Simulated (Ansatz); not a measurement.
FeNi:
```
CELL_PARAMETERS angstrom
      1.23514     0.71311     4.06966
     -1.23514     0.71311     4.06966
      0.00000    -1.42622     4.06966
ATOMIC_POSITIONS crystal
  Fe 0.00000 0.00000 0.00000
  Ni 0.50000 0.50000 0.50000
```
The run is spin-polarised; directions of the spins, atom by atom: ↑ ↑.

Relaxed with PBEsol. Special points in fractions of this cell's reciprocal vectors: Γ (0.000, 0.000, 0.000); T (0.500, 0.500, 0.500); H2 (0.813, 0.187, 0.500); H0 (0.500, -0.187, 0.187); L (0.500, 0.000, 0.000); S0 (0.344, -0.344, 0.000); S2 (0.656, 0.000, 0.344); F (0.500, 0.000, 0.500).

Problem. List the band energies nearest the Fermi level at these points for DFT-PBEsol in the program Ansatz with PAW potentials.

Solution. In eV from the Fermi level; about four levels below and three above (degenerate sets whole), none deeper than 8.9 eV; … stands for higher levels left out; points with the same levels are listed once.

```tsv
k	below	above
Γ ↑	-1.39 -1.39 -0.54 -0.51 -0.51	…
T ↑	-1.37 -1.37 -1.13 -1.13	…
H2 ↑	-1.62 -1.60 -0.76 -0.51	4.92 5.32 …
L ↑	-1.73 -1.60 -0.69 -0.03	2.27 2.73 …
S0 ↑	-1.70 -1.47 -0.82 -0.54	4.78 5.68 …
F ↑	-0.63 -0.49 -0.40 -0.21	0.00 2.41 …
Γ ↓	-1.17 -1.06 -1.06 -0.41	0.36 0.36 1.85 1.85
T ↓	-0.61 -0.61 -0.05 -0.05	1.56 1.56 …
H2 ↓	-2.79 -2.11 -0.98 -0.06	0.27 0.75 1.54
L ↓	-2.34 -1.89 -1.00 -0.76	0.21 0.96 2.49
S0 ↓	-2.82 -2.19 -1.04 -0.03	0.31 0.71 1.47
F ↓	-3.48 -1.45 -1.20 -0.30	0.20 0.87 1.69
```

Space group R-3m. The first step of the workflow began from a Materials Project structure, measured or hypothetical; the Crystallography Open Database copy checked does not list it. COD files the formula under space group No. 123. With Fe and Ni taken as one species the cell has the higher symmetry Fm-3m, so it may be an ordered model of a mixed-site phase. Its standing as an ambient phase is unchecked. The PBEsol relaxation kept the symmetry of its start; whether a distortion lowers the energy is not shown. The final state is ferromagnetic, chosen from 5 collinear starts compared on coarse meshes (ties went to the first, and starts can fall back to one state), not a proven ground state.

Potentials: the later of the program's two PAW sets.
